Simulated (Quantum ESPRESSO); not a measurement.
## Kohn-Sham bands of Bi (C2/m, model phase)

```yaml
crystal:
  lattice:
    - [3.48860, -3.13258, 0.00000]
    - [3.48860, 3.13258, 0.00000]
    - [-1.26023, 0.00000, 3.11355]
  atoms:
    - { symbol: Bi, position: [0.24694, 0.24694, 0.14262] }
    - { symbol: Bi, position: [0.75306, 0.75306, 0.85738] }
```

Structure: Materials Project mp-23157, symmetrised, not relaxed again. This isn't the element's usual structure (rhombohedral); take it as a model of another phase. Computed values, not measurements, from LDA: Quantum ESPRESSO (norm-conserving PseudoDojo potentials, cutoff 56 Ry, no spin polarisation, no spin-orbit coupling) on a Γ-centred 8×8×10 mesh, then Wannier90. Density: 10×10×14 mesh, cold smearing 0.01 Ry. Spin-orbit coupling is left out although heavy elements are present.

**Question.** List the Kohn-Sham levels between −8 and 3.0 eV relative to the Fermi level at the high-symmetry points, as a band run of pw.x on that density gives them (levels within 2 meV counted together).

**Answer.** 
```tsv
point	k (reciprocal lattice)	levels (eV)
Γ	0.000 0.000 0.000	-3.00, -2.72, 2.90
C	-0.485 0.485 0.000	-4.84, -4.82
C_2	-0.515 -0.485 0.000	-4.84, -4.82
Y_2	-0.500 -0.500 0.000	-4.85, -4.83
M_2	-0.500 -0.500 0.500	-3.72, -2.77, -2.18, -0.40, 1.22, 1.70
D	-0.698 -0.302 0.500	-3.92, -3.76, -0.05, 0.45, 1.68, 2.25
D_2	-0.302 0.302 0.500	-3.92, -3.76, -0.05, 0.45, 1.68, 2.25
A	0.000 0.000 0.500	-3.88, -2.42, -1.56, 1.20, 1.50, 1.61
L_2	-0.500 0.000 0.500	-4.20, -3.02, -1.74, 0.93, 2.10, 2.16
V_2	-0.500 0.000 0.000	-1.08, -0.92, -0.68, -0.62
```
